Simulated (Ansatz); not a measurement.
Relaxed KCl (rock salt):

```
CELL_PARAMETERS angstrom
      0.00000     3.19058     3.19058
      3.19058     0.00000     3.19058
      3.19058     3.19058     0.00000
ATOMIC_POSITIONS crystal
  Cl 0.00000 0.00000 0.00000
  K  0.50000 0.50000 0.50000
```

In each cell atom 1 (Cl, nearest neighbour K at 3.191 Å; its periodic images, 4.5 Å or more away, move with it) moves by s·(0.000, 0.000, 1.000) (along Cartesian z), the rest being held.

The numbers are results of PBE (plane waves to 420 eV, PAW, scalar-relativistic; Ansatz, an electronic-structure program), not measurements. k mesh 7×7×7 (Γ-centred), Fermi-Dirac smearing 0.05 eV. Energies are smeared free energies. Left out: 2 of 11 points, with atoms too close for the PAW data. KCl was relaxed with its symmetry unable to fall. The zero of ΔE is the undisplaced structure.

```
s (Å)   ΔE (meV/cell)
------  -------------
-0.768            719
-0.576            296
-0.384       withheld
-0.192             21
0.000               0
0.192              21
0.384        withheld
0.576             296
0.768             719
```

Q: Fit an even polynomial form (powers 2, 4) to the given rows and predict ΔE at s = 0.384.

A: Least squares on the 7 given rows: ΔE = (475.1)·s² + (1261)·s⁴, in meV/cell with s in Å; root-mean-square residual 1.0 meV/cell. At 0.384 the fit gives 97 meV/cell; the calculation gives 101 meV/cell, so the interpolation is off by -4 (-4.0 %). The quadratic term alone would give 70 meV/cell.

(A displaced cell: forces are minus the slopes of the energy, force constants its curvatures, and phonons follow from these.)
